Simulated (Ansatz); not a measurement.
Data:

SiMo3:
```
SiMo3
1.0
    4.83265     0.00000     0.00000
    0.00000     4.83265     0.00000
    0.00000     0.00000     4.83265
Mo Si
6 2
Cartesian
  1.20816   0.00000   2.41632
  2.41632   3.62449   0.00000
  3.62449   0.00000   2.41632
  2.41632   1.20816   0.00000
  0.00000   2.41632   3.62449
  0.00000   2.41632   1.20816
  0.00000   0.00000   0.00000
  2.41632   2.41632   2.41632
```

This is the LDA-relaxed structure.

Q: All from plane-wave PAW LDA (Ansatz code), unless another level is named. Estimate the electronic character.

A: metallic (no gap).

Q: Give the density of states at the Fermi level.

A: 0.42 states/eV per atom (mean over ±0.08 eV).

Q: And the formation energy from the elements (no fitted shifts)?

A: -36 kJ/mol of atoms.

Space group Pm-3n (A15 (Cr3Si type)). Symmetry was held in the LDA relaxation. No spin polarisation was allowed. The references are the lowest solids computed at this level, not always the standard phases. Spin–orbit coupling is left out wherever it is not named.

Potentials: the later of the program's two PAW sets.
